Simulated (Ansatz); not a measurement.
The calculation used DFT, r2SCAN, plane waves (500 eV) with PAW, scalar-relativistic in Ansatz 0.2.0. (PAW data from PBE, frozen cores regenerated.)

An element in the diamond structure gives this curve. The cell is scaled uniformly from the relaxed one, with fractional coordinates and shape fixed. Energies are extrapolated to zero smearing, pressures are those at the given smearing. Magnetic state: spin not included.

| V (Å³/atom) | E − E₀ (meV/atom) | P (GPa) |
| --- | --- | --- |
| 36.997 | 43.3 | 3.21 |
| 38.679 | 17.3 | 1.88 |
| 40.361 | 3.8 | 0.83 |
| 42.042 | 0.0 | 0.01 |
| 43.724 | 3.8 | -0.63 |
| 45.406 | 13.5 | -1.12 |
| 47.087 | 27.7 | -1.51 |

**Question.** Which element is it?
A. magnesium
B. tellurium
C. bismuth
D. thallium

**Answer.** D. Its fit is V₀ = 41.98 Å³/atom, B₀ = 18.1 GPa, B₀′ = 5.2.
